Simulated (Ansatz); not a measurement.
Sn:
```
Sn
1.0
    3.31480     0.00000     0.00000
   -1.65740     2.87070     0.00000
    0.00000     0.00000     5.67752
Sn
2
Direct
  0.33333   0.66667   0.75000
  0.66667   0.33333   0.25000
```

Relaxed with r²SCAN. Special points in fractions of this cell's reciprocal vectors: Γ (0.000, 0.000, 0.000); M (0.500, 0.000, 0.000); K (0.333, 0.333, 0.000); A (0.000, 0.000, 0.500); L (0.500, 0.000, 0.500); H (0.333, 0.333, 0.500).

Problem. List the band energies nearest the Fermi level at these points for r²SCAN (plane waves, PAW; program Ansatz).

Solution. In eV from the Fermi level; about four levels below and three above (degenerate sets whole), none deeper than 8.9 eV; points with the same levels are listed once.

```json
[
 {"k": "Γ", "below": "-7.58 -5.04", "above": "6.73 6.73 7.38"},
 {"k": "M", "below": "-6.11 -2.67 -1.97 -0.86", "above": "1.36 2.61 6.17"},
 {"k": "K", "below": "-5.70 -5.70 -3.30 -0.59 -0.59", "above": "0.12 0.89 0.89"},
 {"k": "A", "below": "–", "above": "0.43 0.43 7.62 7.62 7.62 7.62"},
 {"k": "L", "below": "-6.14 -6.14 -4.36 -4.36", "above": "3.70 3.70 3.93 3.93"},
 {"k": "H", "below": "-3.03 -3.03 -2.06 -2.06", "above": "4.94 4.94 9.04 9.04"}
]
```

Space group P6_3/mmc (hcp (Mg type)). The start of the workflow was typed in or built on a structure type; neither database checked (COD, Materials Project) lists it. It is not the phase usual at ambient conditions (space group No. 141). The cell keeps a stress of up to 0.2 GPa. Symmetry was held in the r²SCAN relaxation; its stability against distortions is not shown here. Scalar-relativistic: spin–orbit coupling is off unless named, which matters more the heavier the elements.

Potentials: the earlier of the program's two PAW sets.
